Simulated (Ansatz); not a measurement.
With the program Ansatz at the LDA level (PAW), BP in the orthorhombic phase (Pnma; B on 4c, P on 4c) relaxes to a = 6.211 Å, b = 3.193 Å, c = 5.326 Å. Its formation energy from the elements is -0.15 eV/atom, with no fitted shifts.

The Kohn–Sham gap is 0.61 eV (indirect). The hole mass is 0.21, 0.52, 0.88 mₑ (principal values).

The bulk modulus is 134 GPa. The elastic constants imply a Debye temperature near 794 K. Born charges are B -0.49, P +0.49 e. The phonon dispersion is stable (no imaginary branch). Without the LO–TO term the highest mode at Γ lies at 115.1 meV.

The start of the workflow was typed in or built on a structure type; neither database checked (COD, Materials Project) lists it. It is not the phase usual at ambient conditions (space group No. 216). The LDA relaxation kept the symmetry of its start. The volume moved by 22 % from the start of the relaxation. The references are the lowest solids computed at this level, not always the standard phases.

Potentials: the earlier of the program's two PAW sets. The files were generated under PBE; for other functionals the program regenerates the frozen cores, and for LDA and PBEsol the local potential too.
